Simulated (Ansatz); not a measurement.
Starting cell, MgO (rock salt):

```
MgO
1.0
    0.00000     2.12687     2.12687
    2.12687     0.00000     2.12687
    2.12687     2.12687     0.00000
O Mg
1 1
Cartesian
  0.00000   0.00000   0.00000
  2.12687   2.12687   2.12687
```

In each cell atom 1 (O, nearest neighbour Mg at 2.127 Å; its periodic images, 3.0 Å or more away, move with it) moves by s·(0.707, 0.707, 0.000) (along Cartesian [110]), the rest being held.

The numbers are results of PBE (plane waves to 420 eV, PAW, scalar-relativistic; Ansatz, a quantum-chemistry and plane-wave program), not measurements. k mesh 11×11×11 (Γ-centred), Fermi-Dirac smearing 0.05 eV. E stands for the smeared free energy. MgO was relaxed with its symmetry unable to fall. The zero of ΔE is the undisplaced structure.

```json
[
 {"s (Å)": "-0.430", "ΔE (meV/cell)": "withheld"},
 {"s (Å)": "-0.344", "ΔE (meV/cell)": "305"},
 {"s (Å)": "-0.258", "ΔE (meV/cell)": "165"},
 {"s (Å)": "-0.172", "ΔE (meV/cell)": "71"},
 {"s (Å)": "-0.086", "ΔE (meV/cell)": "18"},
 {"s (Å)": "0.000", "ΔE (meV/cell)": "0"},
 {"s (Å)": "0.086", "ΔE (meV/cell)": "18"},
 {"s (Å)": "0.172", "ΔE (meV/cell)": "71"},
 {"s (Å)": "0.258", "ΔE (meV/cell)": "165"},
 {"s (Å)": "0.344", "ΔE (meV/cell)": "305"},
 {"s (Å)": "0.430", "ΔE (meV/cell)": "withheld"}
]
```

Question: Fit an even polynomial form (powers 2, 4) to the given rows and predict ΔE at s = -0.430.

Answer: Least squares on the 9 given rows: ΔE = (2351)·s² + (1917)·s⁴, in meV/cell with s in Å; root-mean-square residual 0.3 meV/cell. At -0.430 the fit gives 500 meV/cell; the calculation gives 496 meV/cell, so the extrapolation is off by 4 (+0.8 %). The quadratic term alone would give 435 meV/cell.

(A displaced cell: forces are minus the slopes of the energy, force constants its curvatures, and phonons follow from these.)
